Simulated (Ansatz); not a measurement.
Below is a relaxed structure of Al4FeCo3. The cell was found from a structure generator's guess, not taken from experiment.

All numbers below come from DFT PBE, scalar-relativistic, plane waves, PAW (Ansatz 0.2.0). Cutoff 420 eV, Γ-centred mesh, Gaussian smearing, no spin polarisation.

```
CELL_PARAMETERS angstrom
-2.85419 2.85419 2.85419
2.85419 -2.85419 2.85419
2.85419 2.85419 -2.85419
ATOMIC_POSITIONS crystal
Al 0.00000 0.50000 0.00000
Al 0.50000 0.50000 0.50000
Al 0.00000 0.00000 0.50000
Al 0.50000 0.00000 0.00000
Fe 0.00000 0.00000 0.00000
Co 0.50000 0.00000 0.50000
Co 0.50000 0.50000 0.00000
Co 0.00000 0.50000 0.50000
```

Formation energies are uncorrected and refer to the elements' standard structures at the same level.

Task: What space group does it have?

Result: Im-3m (No. 229). Conventional cell: a = 5.708 Å. Around Al lie 2 Fe at 2.47 Å, 6 Co at 2.47 Å and 6 Al at 2.85 Å; Fe is surrounded by 8 Al at 2.47 Å and 6 Co at 2.85 Å; Co is surrounded by 8 Al at 2.47 Å, 2 Fe at 2.85 Å and 4 Co at 2.85 Å.

Task: How far does it lie from the elements in energy?

Result: −0.54 eV/atom. It lies below the elements, which doesn't yet make it stable against other compounds or structures.

Task: Is it a metal?

Result: Yes, bands cross the Fermi level on the 10×10×10 mesh.

The last run used a 10×10×10 mesh for its 8-atom cell and Gaussian smearing of 0.10 eV. Trial moments died out on the coarse mesh, so the last step has no spin; another magnetic start might hold. A later test with randomly moved atoms came back to the same energy, though modes that don't fit the test's cell weren't probed.
